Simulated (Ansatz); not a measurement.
**Calculated Zn-67 nuclear quadrupole resonance for Zn**

Cell: a structure deposited in the COD, ions relaxed with PBE at fixed cell.

```cif
data_structure
_symmetry_space_group_name_H-M 'P 1'
_symmetry_Int_Tables_number 1
_cell_length_a 2.6648
_cell_length_b 2.6648
_cell_length_c 4.9467
_cell_angle_alpha 90.000
_cell_angle_beta 90.000
_cell_angle_gamma 120.000
_cell_volume 30.42
loop_
_atom_site_label
_atom_site_type_symbol
_atom_site_fract_x
_atom_site_fract_y
_atom_site_fract_z
_atom_site_occupancy
Zn1 Zn 0.33333 0.66667 0.25000 1
Zn2 Zn 0.66667 0.33333 0.75000 1
```

Sites (sets of like atoms) are named by element and the number of their first atom in this list.

The numbers come from a DFT calculation in Ansatz (r2SCAN, plane waves and PAW, scalar-relativistic, 500 eV cutoff, Γ-centred 14×14×7 k-points, Fermi–Dirac smearing 0.05 eV).

Zn-67: I = 5/2, Q = 122.0 mb (year-2017 value). Static lattice, zero field.

(1) The simulated lines lie at 1.89, 3.77 MHz. What are |C_Q|, η and |V_zz| at Zn?

Results:

(1) For I = 5/2 and η = 0 the lines are 3|C_Q|/20 and twice that; η pulls their ratio below 2. Here |C_Q| = 12.6 MHz, η = 0.00 and |V_zz| = 4.26 × 10²¹ V/m². The calculation gives V_zz positive; the lines don't show the sign. The site has 12 Zn at 2.66–2.91 Å.

An axis of threefold or higher order runs through Zn, so V_zz lies along it and η is zero.

At this cell the principal stresses reach 5 GPa in size with r2SCAN, which can matter for small gradients. With no gap above 0.1 eV, as in a metal, the gradients converge slowly in k; expect changes of a tenth or more on a denser mesh. With these PAW files V_zz is typically within 2 to 3 % of all-electron values, but misses above 10 % occur on Zn.

Hardware: 1 thread of Arm Neoverse V1 (aarch64; 28 cores open to the job, memory cap 3.0 GiB, no GPU), a shared host with a load of 1.0 a core. Wall time 9.7 s, CPU time 9.7 s, peak memory 0.41 GiB.
